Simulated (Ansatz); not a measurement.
Ag$_{5}$(PbO$_{3}$)$_{2}$ (space group P-31m)

```yaml
crystal:
  lattice:
    - [5.91485, 0.00000, 0.00000]
    - [-2.95742, 5.12241, 0.00000]
    - [0.00000, 0.00000, 6.42644]
  atoms:
    - { symbol: Ag, position: [0.00000, 0.00000, 0.22030] }
    - { symbol: Ag, position: [0.00000, 0.00000, 0.77970] }
    - { symbol: Ag, position: [0.00000, 0.50000, 0.00000] }
    - { symbol: Ag, position: [0.50000, 0.50000, 0.00000] }
    - { symbol: Ag, position: [0.50000, 0.00000, 0.00000] }
    - { symbol: Pb, position: [0.66667, 0.33333, 0.50000] }
    - { symbol: Pb, position: [0.33333, 0.66667, 0.50000] }
    - { symbol: O, position: [0.62496, 0.62496, 0.30574] }
    - { symbol: O, position: [0.37504, 0.37504, 0.69426] }
    - { symbol: O, position: [0.37504, 0.00000, 0.30574] }
    - { symbol: O, position: [0.62496, 0.00000, 0.69426] }
    - { symbol: O, position: [0.00000, 0.37504, 0.30574] }
    - { symbol: O, position: [0.00000, 0.62496, 0.69426] }
```

The slice is a (1 -1 0 0) plane (indices of the conventional cell) through the point (0.000, 0.000, 0.220) (fractional), spanned by u = [110] and v = [001] in vectors of this cell: u (5.91 Å) and v (6.43 Å, at 90° to u). It covers one period; positions are fractions (u, v).

All values below come from PBEsol (plane waves to 420 eV, PAW, scalar-relativistic; Ansatz, an electronic-structure program). k mesh 8×8×6. These are valence fields of a PAW run, semicore shells included where kept as valence: close to a nucleus they are smooth pseudo fields. Ag5(PbO3)2 is run without spin polarisation and with no Hubbard U. Ag5(PbO3)2 was relaxed with its symmetry unable to fall. Spin-orbit coupling is left out, though Pb is heavy.

Question: What is the ELF at the density minimum of the shortest Ag–O line in this plane (2.10 Å)?

Answer: 0.2.

Question: What is the valence density on the shortest Ag–O line in this plane (2.10 Å), at its minimum between the atoms?

Answer: 0.62 e/Å³.

Question: Predict the map of the electrostatic potential energy of an electron, from the cell's mean on the slice.

Answer: 
```
|xxxxx04788875432xxxxx6740xxxx|
|xxxx0057876410000024677500xxx|
|xxxx036776400xxxx004677630xxx|
|xx0025777500xxxxxx0057775200x|
|00035777630xxxxxxxx0367775300|
|33457787610xxxxxxxx0157877543|
|45567887510xxxxxxxx0157887655|
|33467787510xxxxxxxx0157877643|
|00035777630xxxxxxxx0367775300|
|xx0025777400xxxxxx0047775200x|
|xxxx036776300xxxx003677630xxx|
|xxxx0057764200000046787500xxx|
|xxxxx0476xxxxx23456788740xxxx|
|xxxxx046xxxxxxx6788888740xxxx|
|xxxxx04xxxxxxxx6899998740xxxx|
|xxxx004xxxxxxxxx8999987500xxx|
|xxxx036xxxxxxxxx8999998630xxx|
|xxx0157xxxxxxxxx88999987510xx|
|00025787xxxxxxx67888898875200|
|33467898xxxxxx567778899887643|
|6678899987xxx5566778899998876|
|88889999987666556677899999888|
|88899999988765555678899999988|
|88889999987766556667899999988|
|67788999988776655xxx789998877|
|3456789998877765xxxxxx9997654|
|000357889888876xxxxxxx7875300|
|xx002578999988xxxxxxxxx76200x|
|xxxx0368999998xxxxxxxxx630xxx|
|xxxx0057899998xxxxxxxxx500xxx|
|xxxxx0478999986xxxxxxxx40xxxx|
|xxxxx0478998876xxxxxxx640xxxx|
```
Scale: ten equal steps from 1.00 (start of '0') to 9.02 (end of '9'), in the order '0123456789'. Values: electrostatic potential energy of an electron, from the cell's mean, in eV. The map has 29 points along u (one character each, u = 0 at the left) and 32 along v (v = 0 in the bottom row). Points within 0.9 Å of a nucleus are blanked (x), as the pseudised field means little there. Values under 1 eV are set to 1. The zero, the cell's mean, hangs on the PAW cores.
